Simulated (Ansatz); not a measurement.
ZnO with Rb replacing Zn: gradients before and after relaxing the atoms

Start: a supercell of ZnO (wurtzite type, P6_3mc) built from an entry of the Crystallography Open Database (COD), with all atoms left at the host's positions.

```cif
data_RbZn15O16
_symmetry_space_group_name_H-M 'P3m1'
_symmetry_Int_Tables_number 156
_cell_length_a 6.4986
_cell_length_b 6.4986
_cell_length_c 10.4114
_cell_angle_alpha 90.000
_cell_angle_beta 90.000
_cell_angle_gamma 120.000
loop_
_atom_site_label
_atom_site_type_symbol
_atom_site_symmetry_multiplicity
_atom_site_Wyckoff_symbol
_atom_site_fract_x
_atom_site_fract_y
_atom_site_fract_z
Rb Rb 1 a 0.0000 0.0000 0.2500
Zn2 Zn 1 a 0.0000 0.0000 0.7500
Zn3 Zn 3 d 0.0000 0.5000 0.2500
Zn4 Zn 3 d 0.0000 0.5000 0.7500
Zn9 Zn 3 d 0.1667 0.8333 0.0000
Zn10 Zn 3 d 0.1667 0.8333 0.5000
Zn15 Zn 1 c 0.6667 0.3333 0.0000
Zn16 Zn 1 c 0.6667 0.3333 0.5000
O17 O 3 d 0.1667 0.8333 0.1895
O18 O 3 d 0.1667 0.8333 0.6895
O23 O 1 c 0.6667 0.3333 0.1895
O24 O 1 c 0.6667 0.3333 0.6895
O25 O 1 a 0.0000 0.0000 0.4395
O26 O 1 a 0.0000 0.0000 0.9395
O27 O 3 d 0.0000 0.5000 0.4395
O28 O 3 d 0.0000 0.5000 0.9395
```

One atom of each set is listed.

Level of theory: DFT, PBE, plane waves and PAW, scalar-relativistic, 420 eV cutoff, Γ-centred 3×3×2 k-points, Fermi–Dirac smearing 0.01 eV, cell charge -1 (Ansatz 0.2.0).

The largest force at the start is 8.6 eV/Å. Relaxing the ions at fixed cell moves them by 0.867 Å at most (atom 25, O) and 0.218 Å rms.

| site | moved (Å) | first shell before | first shell after | V_zz before (10²¹ V/m²) | η before |
| --- | --- | --- | --- | --- | --- |
| Rb | 0.370 | 4 O at 1.97–1.98 Å | 4 O at 2.40–2.47 Å | -2.10 | 0.00 |
| Zn2 | 0.188 | 4 O at 1.97–1.98 Å | 5 O at 2.00–2.18 Å | -0.34 | 0.00 |
| Zn3 | 0.127 | 4 O at 1.97–1.98 Å | 4 O at 1.90–2.04 Å | 1.41 | 0.44 |
| Zn4 | 0.068 | 4 O at 1.97–1.98 Å | 4 O at 1.93–1.97 Å | -0.21 | 0.61 |
| Zn9 | 0.130 | 4 O at 1.97–1.98 Å | 4 O at 1.90–1.99 Å | -1.15 | 0.09 |
| Zn10 | 0.152 | 4 O at 1.97–1.98 Å | 4 O at 1.96–1.99 Å | -1.07 | 0.32 |
| Zn16 | 0.144 | 4 O at 1.97–1.98 Å | 4 O at 1.98–1.99 Å | 0.41 | 0.00 |
| O17 | 0.286 | 3 Zn at 1.97–1.98 Å, 1 Rb at 1.98 Å | 3 Zn at 1.90 Å, 1 Rb at 2.40 Å | -6.11 | 0.07 |
| O18 | 0.148 | 4 Zn at 1.97–1.98 Å | 4 Zn at 1.94–2.00 Å | -0.69 | 0.39 |
| O23 | 0.097 | 4 Zn at 1.97–1.98 Å | 4 Zn at 1.98 Å | 0.66 | 0.00 |
| O24 | 0.131 | 4 Zn at 1.97–1.98 Å | 4 Zn at 1.97–1.99 Å | -0.31 | 0.00 |
| O25 | 0.867 | 1 Rb at 1.97 Å, 3 Zn at 1.98 Å | 4 Zn at 1.97–2.18 Å, 1 Rb at 2.47 Å | -5.12 | 0.00 |
| O27 | 0.057 | 4 Zn at 1.97–1.98 Å | 4 Zn at 1.98–2.04 Å | 0.51 | 0.90 |
| O28 | 0.069 | 4 Zn at 1.97–1.98 Å | 4 Zn at 1.93–1.99 Å | -0.59 | 0.30 |

Problem. How do the gradients change?

Solution. 

```tsv
site	V_zz after	η after	change of V_zz
Rb	-9.15	0.00	-7.05
Zn2	-1.90	0.00	-1.56
Zn3	5.66	0.12	+4.25
Zn4	0.72	0.92	–
Zn9	-3.29	0.47	-2.14
Zn10	-3.94	0.46	–
Zn16	1.33	0.00	+0.92
O17	-9.24	0.07	-3.13
O18	-2.58	0.75	-1.89
O23	-0.21	0.00	-0.87
O24	0.38	0.00	+0.69
O25	-6.99	0.00	-1.87
O27	-1.22	0.67	–
O28	-1.09	0.73	-0.50
```

The largest change of V_zz along a kept axis is on Rb, from -2.10 to -9.15. Small gradients that grow severalfold: Zn16 (0.41 to 1.33), Zn2 (-0.34 to -1.90). Where |V_zz| stays above 0.1 and the axes keep their order, η moves most on O28, from 0.30 to 0.73. On Zn9 V_xx and V_yy change places (or their axes turn by over 50°), so the two values of η hide a larger change. V_zz changes sign on O23 (same axis), O24 (same axis). On Zn10, O27, Zn4 the largest principal value lies along another axis in the second run, so the two V_zz can't be compared directly. The table leaves out 2 of the 16 sites, with |V_zz| up to 0.87; their tensors move by 0.50 at most along any direction. The statements above cover all sites. The electronic state changes along with the positions (a gap opens), so the changes aren't those of geometry alone. The host's own positions weren't relaxed first, so part of the change far from the defect can be the host's relaxation.

The defect repeats with the cell of 32 atoms, so it feels its images: sites between two images don't show the values beside a lone defect, and zeros or small values of η there can come from the images' arrangement. O and Zn carry a gradient in the pure host already, so the values there aren't the defect's effect alone. A uniform background compensates the cell's charge. Without spin–orbit coupling (the program notes it for Rb) the gradients can shift somewhat, as the gap is small.
Before: The run isn't spin-polarised, and a state with spin may lie lower. The defect cell has no gap above 0.1 eV on its mesh, so the values can hang on the smearing and the k-mesh. The cell keeps the host's lattice, where the PBE pressure is 14 GPa (in a charged cell this depends on the convention for the mean potential). The neighbours have not yet relaxed around the defect (largest force 8.6 eV/Å), so the values at and beside it are those of a strained start, not of the defect in a real crystal.
After: The relaxation keeps the site symmetry 3m of the start, so the impurity can move only along its axis; a start off the site could end lower. With a gap of 0.7 eV on this mesh, small gradients can still move by 0.1 × 10²¹ V/m² or more as the k-mesh gets denser. The cell keeps the host's lattice, where the PBE pressure is 10 GPa (in a charged cell this depends on the convention for the mean potential).
